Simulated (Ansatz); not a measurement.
Question: GaAs (rock salt, space group No. 225) is relaxed with DFT-PBE in the program Ansatz with PAW potentials. What lattice parameters of the conventional cell result?

Answer: a = 5.393 Å.

Question: Is it a metal or does it have a gap at this level?

Answer: No gap at this level.

Space group Fm-3m (rock salt). The start of the workflow was typed in or built on a structure type; neither database checked (COD, Materials Project) lists it. It is not the phase usual at ambient conditions (space group No. 216). Symmetry was held in the PBE relaxation; whether a distortion lowers the energy is not shown. The volume moved by 18 % from the start of the relaxation. Scalar-relativistic: spin–orbit coupling is off unless named, which matters more the heavier the elements.

Potentials: the earlier of the program's two PAW sets.
